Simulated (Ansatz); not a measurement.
Level of theory: Ansatz, DFT, r2SCAN, plane waves (500 eV) with PAW, scalar-relativistic. The PAW files were generated under PBE, with cores re-solved for the functional.

An element in the fcc structure gives this curve. The cell is scaled uniformly from the relaxed one, with fractional coordinates and shape fixed. Energies are extrapolated to zero smearing, pressures are those at the given smearing. Magnetic state: non-magnetic.

| V (Å³/atom) | E − E₀ (meV/atom) | P (GPa) |
| --- | --- | --- |
| 16.466 | 168.5 | 26.53 |
| 17.214 | 69.7 | 16.04 |
| 17.963 | 15.8 | 7.22 |
| 18.711 | -0.1 | -0.16 |
| 19.460 | 15.7 | -6.32 |
| 20.208 | 57.8 | -11.44 |
| 20.956 | 121.7 | -15.68 |

Q: Which element is it?
A. niobium
B. selenium
C. silver
D. titanium

A: A. Its fit is V₀ = 18.69 Å³/atom, B₀ = 169 GPa, B₀′ = 3.5.
